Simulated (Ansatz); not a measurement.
Na:
```
Na
1.0
   -2.02656     2.02656     2.02656
    2.02656    -2.02656     2.02656
    2.02656     2.02656    -2.02656
Na
1
Direct
  0.00000   0.00000   0.00000
```

Relaxed with LDA.

**Question.** List the phonon frequencies at the special points (DFPT on a 4×4×4 q-mesh, Fourier-interpolated; DFT-LDA in the program Ansatz with PAW potentials).

**Answer.** In cm⁻¹.

| q | frequencies |
|---|---|
| Γ | 0 0 0 |
| H | 131 131 131 |
| N | 29 92 138 |
| P | 104 104 104 |

Space group Im-3m (bcc (W type)). Symmetry was held in the LDA relaxation. As this level gives no gap, phonon frequencies hold no LO–TO term and depend on the k-mesh and smearing (Fermi–Dirac, 0.1 eV here).

Potentials: the earlier of the program's two PAW sets. The files were generated under PBE; for other functionals the program regenerates the frozen cores, and for LDA and PBEsol the local potential too.
